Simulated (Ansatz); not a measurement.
# Stress against strain in Ta

```xyz
1
Lattice="-1.6513 1.6513 1.6513 1.6513 -1.6513 1.6513 1.6513 1.6513 -1.6513" Properties=species:S:1:pos:R:3 pbc="T T T"
Ta    0.0000    0.0000    0.0000
```

The geometry is COD entry 1541266, unchecked; take it as a test cell.

No spin–orbit coupling, which matters for the heavy atoms here.

All numbers below come from Ansatz 0.2.0, DFT, PBEsol, all-electron LAPW, scalar-relativistic.

Sampling and basis: a Γ-centred 17×17×17 k mesh, Fermi–Dirac smearing of 0.08 eV, basis error target 0.5 meV/atom, no spin polarisation.

The strain is applied along the Cartesian axes of the cell as listed (the other components stay zero). Fractional coordinates are held (clamped ions).

σ is the change of stress from the unstrained cell, which is at -3.87 GPa; tension is positive, so slopes are stress–strain coefficients at that pressure. In a metal the k mesh adds noise.

Only quantities that a quadratic follows smoothly over the whole series are listed; rougher ones are left out.

```csv
εxx = εyy,σzz (GPa),σxx (GPa)
-0.0300,-10.59,-14.65
-0.0200,-6.79,-9.30
0.0000,0.00,0.00
0.0100,3.03,3.99
0.0200,5.84,7.58
0.0300,8.44,10.82
```

(1) Fit the series and read off the stiffness at zero strain.

(2) One run, at εxx = εyy = -0.0100, is withheld. Predict its row.

Results:

(1) Least-squares fits y = p0 + p1 x + p2 x² to the rows give σzz (GPa): p1 = 317, p2 = -1200; σxx (GPa): p1 = 424, p2 = -2100. So 2 C12 = 317 GPa and C11 + C12 = 424 GPa.

(2) The fits give -3.29, -4.46; the run gave -3.27, -4.42.
